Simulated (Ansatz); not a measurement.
YSi₂Rh₂:
```
CELL_PARAMETERS angstrom
     -2.01992     2.01992     4.97530
      2.01992    -2.01992     4.97530
      2.01992     2.01992    -4.97530
ATOMIC_POSITIONS crystal
  Rh 0.75000 0.25000 0.50000
  Rh 0.25000 0.75000 0.50000
  Y  0.00000 0.00000 0.00000
  Si 0.37756 0.37756 0.00000
  Si 0.62244 0.62244 0.00000
```

Relaxed with r²SCAN.

### Question
Map the valence electron density (e/Å³), cut off at 2 on the plane through (0.750, 0.250, 0.500) spanned by u = [1, 1, 0] and v = [1, 0, 1] in lattice vectors, from r²SCAN (plane waves, PAW; program Ansatz).

### Answer
x is the fraction of u, y of v (the angle between them is 90°; rows are the nearest grid lines); atoms in the plane: Rh at (0.00, 0.00), Rh at (0.50, 0.00), Y at (0.75, 0.50), Si at (0.13, 0.50), Si at (0.37, 0.50).
```
|@@@@-.         .-@@@@@@-.         .-@@@@|
|@@@@-.         .-@@@@@@-.         .-@@@@|
|@@@#:.         .:#@@@@#:.         .:#@@@|
|@@@=:.         .:=@@@@-.           .-@@@|
|@#=-:..       ..:-=##=:.           .:=#@|
|--:::...     ...:::-:..    .:::.    ..:-|
|.::::...........::::..    .-+*+-.    ...|
|..::.............::.     .-#@@@#-.     .|
|.....  .......  ....     .+@@@@@+.     .|
| ...   .:::::.   ...     :#@@@@@#:      |
| ...   .:::::.   ...     :%@@@@@%:      |
| ...   .:::::.   ...     :#@@@@@#:      |
|.....  .......  ....     .+@@@@@+.     .|
|..::.............::.     .-#@@@#-.     .|
|.::::...........::::..    .-+*+-.    ...|
|--:::...     ...:::-:..    .:::.    ..:-|
|@#=-:..       ..:-=##=:.           .:=#@|
|@@@=:.         .:=@@@@-.           .-@@@|
|@@@#:.         .:#@@@@#:.         .:#@@@|
|@@@@-.         .-@@@@@@-.         .-@@@@|
|@@@@-.         .-@@@@@@-.         .-@@@@|
```
Scale: ten equal steps from 0.036 (start of ' ') to 2.00 (end of '@'), in the order ' .:-=+*#%@'; x runs from 0.000 to 1.00, y from 0.000 (bottom) to 1.00 (top).

The density is the valence pseudo-density with augmentation charge, so density and ELF within about 1 Å of a nucleus are not all-electron values.

Space group I4/mmm. The workflow started from an entry of the Crystallography Open Database (COD). Its standing as an ambient phase is unchecked. The cell was relaxed with r²SCAN under the symmetry of its start; its stability against distortions is not shown here. No spin polarisation was allowed.

Potentials: the later of the program's two PAW sets.
